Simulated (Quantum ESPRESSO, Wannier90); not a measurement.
**Tight-binding from DFT: KTaO3 (cubic perovskite)**

```
CELL_PARAMETERS angstrom
      3.99488     0.00000     0.00000
      0.00000     3.99488     0.00000
      0.00000     0.00000     3.99488
ATOMIC_POSITIONS crystal
  K  0.50000 0.50000 0.50000
  Ta 0.00000 0.00000 0.00000
  O  0.00000 0.50000 0.00000
  O  0.50000 0.00000 0.00000
  O  0.00000 0.00000 0.50000
```

Structure: Materials Project mp-3614, symmetrised, not relaxed again. COD (Crystallography Open Database) records the formula in this space group. Ideal cubic forms of this type are often high-temperature phases that distort on cooling; symmetry holds the cell here, and its stability was not tested. Method: PBEsol plane waves in Quantum ESPRESSO 7.5 (PseudoDojo norm-conserving files, 68 Ry, no spin polarisation, no spin-orbit coupling), Bloch states on a 6×6×6 mesh through Γ, Wannier90 4.0.1. Density: 8×8×8 mesh, cold smearing 0.01 Ry. Spin-orbit coupling is left out although heavy elements are present.

Functional, cutoff and mesh named above are those of the base row (6×6×6); the first column says what each row takes instead. Model: 12 functions from bands 6-8,12-20, start SCDM (isolated) (the valence bands). Energies are relative to the valence-band maximum; the misfit is to pw.x on a path, for all bands of the set. Only the mesh of Bloch states changes. Ω_total can sit in another minimum from row to row; Ω_I of an isolated set cannot. A star marks runs that hit the step limit.

**Question.** Among the meshes 2×2×2, 3×3×3, 4×4×4, 5×5×5, 6×6×6, 7×7×7, which is the coarsest that interpolates to 20 meV rms?

**Answer.** 4×4×4.

```json
[
 {"mesh": "2×2×2", "Ω_I (Å²)": "8.07", "Ω_total (Å²)": "9.35", "rms misfit (meV)": "83", "k-points (cost)": "8", "rough cost of nscf and overlaps (first row = 1)": "1.0"},
 {"mesh": "3×3×3", "Ω_I (Å²)": "9.49", "Ω_total (Å²)": "10.85*", "rms misfit (meV)": "89", "k-points (cost)": "27", "rough cost of nscf and overlaps (first row = 1)": "2.2"},
 {"mesh": "4×4×4", "Ω_I (Å²)": "10.16", "Ω_total (Å²)": "11.58*", "rms misfit (meV)": "11", "k-points (cost)": "64", "rough cost of nscf and overlaps (first row = 1)": "4"},
 {"mesh": "5×5×5", "Ω_I (Å²)": "10.52", "Ω_total (Å²)": "11.95*", "rms misfit (meV)": "12", "k-points (cost)": "125", "rough cost of nscf and overlaps (first row = 1)": "8"},
 {"mesh": "6×6×6", "Ω_I (Å²)": "10.72", "Ω_total (Å²)": "12.16", "rms misfit (meV)": "2.1", "k-points (cost)": "216", "rough cost of nscf and overlaps (first row = 1)": "13"},
 {"mesh": "7×7×7", "Ω_I (Å²)": "10.84", "Ω_total (Å²)": "12.29", "rms misfit (meV)": "2.1", "k-points (cost)": "343", "rough cost of nscf and overlaps (first row = 1)": "20"}
]
```

Ω_I still rises with the mesh: the finite-difference spreads converge slowly and from below.
